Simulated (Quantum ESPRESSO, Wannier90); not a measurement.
BaSnO₃ (cubic perovskite): Wannier90 run

```xyz
5
Lattice="4.1435 0.0000 0.0000 0.0000 4.1435 0.0000 0.0000 0.0000 4.1435" Properties=species:S:1:pos:R:3 pbc="T T T"
Ba     2.0717     2.0717     2.0717
Sn     0.0000     0.0000     0.0000
O      0.0000     2.0717     0.0000
O      2.0717     0.0000     0.0000
O      0.0000     0.0000     2.0717
```

Cell from Materials Project (mp-3163), symmetrised, no further relaxation. COD (Crystallography Open Database) records the formula in this space group. Ideal cubic forms of this type are often high-temperature phases that distort on cooling; symmetry holds the cell here, and its stability was not tested. Method: LDA plane waves in Quantum ESPRESSO 7.5 (PseudoDojo norm-conserving files, 68 Ry, no spin polarisation, no spin-orbit coupling), Bloch states on a 8×8×8 mesh through Γ, Wannier90 4.0.1. Density: 8×8×8 mesh, Gaussian smearing 0.01 Ry. Spin-orbit coupling is left out although heavy elements are present.

Bands 13-21 form an isolated set from -8.98 to 0.00 eV relative to the valence-band maximum (on the path) and are turned into 9 Wannier functions by minimising the spread from the start: atomic waves O 2p.

Where do the functions sit, how wide are they and what are they made of?


```csv
functions,spread (Å²),"nearest atom, distance (Å)","second atom, distance (Å)",weight on atomic waves
6,1.40,O 0.00,Sn 2.07,O 2p 90 %
3,1.56,O 0.00,Sn 2.07,"O 2p 74 %, Sn 5p 10 %, Sn 5s 10 %"
```

Ω_I = 12.91 Å², Ω_total = 13.09 Å²; the interpolated bands follow pw.x to 2.1 meV rms on the path. Only this start was tried; a symmetric start can stop on a saddle, and mixtures of these functions could lower the total by at most Ω_total − Ω_I.
